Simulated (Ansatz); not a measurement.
Ca4Sb2O:
```xyz
7
Lattice="-2.3199 2.3199 8.0618 2.3199 -2.3199 8.0618 2.3199 2.3199 -8.0618" Properties=species:S:1:pos:R:3 pbc="T T T"
Ca     0.0000     0.0000    10.7198
Ca     0.0000     0.0000     5.4038
Ca     2.3199     0.0000     0.0000
Ca     0.0000     2.3199     0.0000
Sb     0.0000     0.0000    13.8747
Sb     0.0000     0.0000     2.2489
O      0.0000     0.0000     8.0618
```

PBEsol in the plane-wave PAW code Ansatz gives a gap of 0.81 eV without spin–orbit coupling, maximum at Γ, minimum at M.

Task: What happens when spin–orbit coupling is switched on?

Result: The gap decreases by 0.18 eV, to 0.63 eV; maximum at Γ, minimum at M.

Task: Give the electron effective mass with spin–orbit coupling.

Result: 0.14, 0.14, 1.1 mₑ (principal values).

Task: Give the hole effective mass with spin–orbit coupling.

Result: 0.16, 0.18, 0.72 mₑ (principal values).

Space group I4/mmm. The workflow started from a Materials Project entry (that database holds measured and hypothetical structures alike); the Crystallography Open Database files this formula in space group No. 139, but the cells were not matched. Its standing as an ambient phase is unchecked. Symmetry was held in the PBEsol relaxation; its stability against distortions is not shown here.

Potentials: the later of the program's two PAW sets.
